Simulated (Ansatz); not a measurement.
**From the elastic tensor of InP at -0.4 GPa (stress–strain coefficients) to moduli and sound speeds**

Method: Ansatz, DFT PBE0, scalar-relativistic, plane waves, PAW. Settings: 420 eV plane-wave cutoff, Γ-centred 6×6×6 mesh, fixed occupations. No spin polarisation.

The structure is cubic, space group F-43m (No. 216). The conventional cell has a = 5.906 Å, b = 5.906 Å, c = 5.906 Å, α = 90.00°, β = 90.00°, γ = 90.00°. In (site symmetry -43m) has 4 P at 2.56 Å as nearest neighbours. P (site symmetry -43m) is surrounded by 4 In at 2.56 Å.

The cell is the ideal cubic zincblende prototype.

Relaxed-ion constants (GPa, on the Cartesian axes of the calculation):
```
100.9  53.2  53.2   0.0   0.0   0.0
 53.2 100.9  53.2   0.0   0.0   0.0
 53.2  53.2 100.9   0.0   0.0   0.0
  0.0   0.0   0.0  47.5   0.0   0.0
  0.0   0.0   0.0   0.0  47.5   0.0
  0.0   0.0   0.0   0.0   0.0  47.5
```

Density 4.700 g/cm³; 2 atoms in 51.51 Å³.

The values that follow are for a polycrystal of randomly turned grains, by Hill's mean where one number stands.

With S = C⁻¹: B_V = (C11+C22+C33+2(C12+C13+C23))/9, G_V = (C11+C22+C33−C12−C13−C23+3(C44+C55+C66))/15, 1/B_R = S11+S22+S33+2(S12+S13+S23), 15/G_R = 4(S11+S22+S33−S12−S13−S23)+3(S44+S55+S66); Hill is their mean. Then v_l = √((B+4G/3)/ρ), v_t = √(G/ρ), v_m = [(2/v_t³+1/v_l³)/3]^(−1/3) and Θ = (ħ/k_B)·v_m·(6π²n/V)^(1/3) for n atoms in the volume V; E = 9BG/(3B+G), ν = (3B−2G)/(2(3B+G)) and A^U = 5G_V/G_R + B_V/B_R − 6.

* Bulk modulus, Voigt / Reuss / Hill: 69.1 / 69.1 / 69.1 GPa
* Shear modulus, Voigt / Reuss / Hill: 38.0 / 34.0 / 36.0 GPa
* Young's modulus: 92 GPa
* Poisson ratio: 0.278
* Pugh ratio B/G: 1.92
* Universal anisotropy index: 0.59
* Longitudinal and transverse sound speeds: 4992 and 2769 m/s
* Debye temperature from the mean sound speed: 311 K

Cost: 1 run of about 32 core-minutes, on Intel Xeon Platinum 8488C (Sapphire Rapids) (shared hosts).